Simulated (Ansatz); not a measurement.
Given:

ZrGeS:
```
CELL_PARAMETERS angstrom
      3.60234     0.00000     0.00000
      0.00000     3.60234     0.00000
      0.00000     0.00000     7.98348
ATOMIC_POSITIONS crystal
  Zr 0.00000 0.50000 0.72359
  Zr 0.50000 0.00000 0.27641
  Ge 0.50000 0.50000 0.00000
  Ge 0.00000 0.00000 0.00000
  S  0.00000 0.50000 0.37969
  S  0.50000 0.00000 0.62031
```

This is the PBEsol-relaxed structure. Cartesian axes are those of the cell as given.

All from plane-wave PAW PBEsol (Ansatz code), unless another level is named. Estimate the Poisson's ratio.

0.24.

Give the elastic constants (relaxed ions, GPa).

C11 = 238, C12 = 87.6, C13 = 72.2, C33 = 248, C44 = 74.9, C66 = 117.

Space group P4/nmm. The workflow started from a Materials Project entry (that database holds measured and hypothetical structures alike); the Crystallography Open Database files this formula in space group No. 129, but the cells were not matched. Whether it is the stable phase at ambient conditions was not checked. The PBEsol relaxation kept the symmetry of its start; whether a distortion lowers the energy is not shown. The run is not spin-polarised. As this level gives no gap, shear constants depend on the k-mesh and smearing (Fermi–Dirac, 0.1 eV here).

Potentials: the later of the program's two PAW sets.
